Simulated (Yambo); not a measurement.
A G0W0@PBEsol run in Yambo for Ca2FeH6 (space group Fm-3m, No. 225) (4×4×4 Γ-centred k mesh, bands 5 to 161 and a 8 Ry block in the screening, 161 bands in G with the Bruneval-Gonze terminator, plasmon pole fitted at 27.2 eV) gives these matrix elements, in eV, at the band edges (W → X):

```csv
state,E0,<Vxc>,<Σx>,<Σc(E0)>,Z
valence edge,0.000,-24.652,-30.087,5.291,0.722
conduction edge,1.270,-20.625,-14.859,-4.325,0.766
```

### Question
Solve the linearised quasiparticle equation for both states, give the gap, and say how exchange and correlation each act on it.

### Answer
E = E0 + Z(Σx + Σc − Vxc). Valence: 0.000 + 0.722 × (-30.087 + (5.291) − (-24.652)) = -0.10 eV. Conduction: 1.270 + 0.766 × (-14.859 + (-4.325) − (-20.625)) = 2.37 eV. The gap is 2.48 eV, against 1.27 eV in PBEsol. Replacing Vxc by bare exchange alone would open it by 11.20 eV; correlation takes back 9.62 eV of that, and Z scales what is left. Nearest settings tried, and what they do to the gap: 63 bands in W, 63 bands in G: +3 meV; 76 bands in W: -7 meV; 2 Ry block (51 vectors against 259): +390 meV. Not varied: mesh. So the settings aren't converged at that level. 

Geometry of the Materials Project entry, not relaxed at this level; primitive cell a = 4.9442 Å, b = 4.9442 Å, c = 4.9442 Å, α = 60.00°, β = 60.00°, γ = 60.00°.

The structure is a Materials Project entry; no match was found in the copy of COD used, and its stability was not checked.

The runs are not spin-polarised; magnetic order was not tried.
